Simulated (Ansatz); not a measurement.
## 5 guesses for Ge5Br and where they end

These are results of Ansatz, DFT PBE, scalar-relativistic, plane waves, PAW, not measurements. All cells share a 420 eV cutoff and Γ-centred k meshes spaced at most about 0.3 Å⁻¹ (about 0.25 or finer for metals, 2π included). No spin polarisation in the final relaxations.

Each guess was relaxed in cell and atoms at zero pressure, within the symmetry of its start. All energies are static (0 K, no zero-point motion). Coordination counts Ge atoms around Br (those within 1.25 times the shortest such distance or 1.15 times the sum of covalent radii; a plus sign parts nearer from farther groups; the shortest distance is added where it is long for a bond).

```tsv
guess	made from	start group	V start (Å³/atom)	end group	V end (Å³/atom)	coordination at the end	gap on mesh (eV)	E over the lowest end (meV/atom)
1	BaSn5 type	P6/mmm	22.6	P6/mmm	23.4	Br 12+2 from 3.6 Å	0	64
2	random cell	F-43m	21.4	?	?	?	?	?
3	HfPd5 type	Cmmm	21.7	Cmmm	22.3	Br 4+8 from 2.9 Å	0	105
4	Mg5Cd type	P-6m2	27.3	P-6m2	25.0	Br 8 from 3.3 Å	0	0
5	La5Mg type	P-62m	26.4	P-62m	21.7	Br 6+12 from 3.2 Å	0	92
```

Guess 2 as it starts:

```cif
data_structure
_symmetry_space_group_name_H-M 'F-43m'
_symmetry_Int_Tables_number 216
_cell_length_a 8.0022
_cell_length_b 8.0022
_cell_length_c 8.0022
_cell_angle_alpha 90.000
_cell_angle_beta 90.000
_cell_angle_gamma 90.000
_cell_volume 512.43
loop_
_atom_site_label
_atom_site_type_symbol
_atom_site_symmetry_multiplicity
_atom_site_Wyckoff_symbol
_atom_site_fract_x
_atom_site_fract_y
_atom_site_fract_z
_atom_site_occupancy
Ge1 Ge 16 e 0.34171 0.15829 0.34171 1
Ge2 Ge 4 d 0.25000 0.25000 0.75000 1
Br1 Br 4 b 0.50000 0.00000 0.00000 1
```

Question: Predict the end of this guess and its energy over the lowest end.

Answer: It ends in space group F-43m (No. 216), with a = 8.014 Å, 21.4 Å³/atom and no gap. It lies 193 meV/atom over the lowest end, above guess 3 and so the highest of the set. Counting Ge atoms around Br, this end has Br 16 from 3.3 Å and the lowest (guess 4) has Br 8 from 3.3 Å.

```
CELL_PARAMETERS angstrom
0.00000 4.00710 4.00710
4.00710 0.00000 4.00710
4.00710 4.00710 0.00000
ATOMIC_POSITIONS crystal
Ge 0.37307 0.87564 0.87564
Ge 0.87564 0.37307 0.87564
Ge 0.87564 0.87564 0.37307
Ge 0.87564 0.87564 0.87564
Ge 0.25000 0.25000 0.25000
Br 0.50000 0.50000 0.50000
```

Energies over the elements count from the elements' standard structures at the same level, with no fitted energy shifts. The references include crystalline Br.

Question: Is the lowest end bound against the elements?

Answer: No: its formation energy is +0.19 eV/atom. It can't be a ground state, since the elements alone are lower.

The k mesh leaves some 4 meV/atom of noise in the energy of each metallic cell. Weakly bound directions are ill-defined at this level, which has no dispersion term (P6/mmm, Cmmm), and this can change margins and order among such cells. A magnetic state wasn't ruled out in cells without spin, among them P6/mmm. The reference form of Br is held partly by dispersion forces, which this level lacks. Cells relaxed within their symmetry can be saddle points. A lower structure may well exist outside this small set. Some types were kept out of the candidates beforehand, so the set may lack a known form.
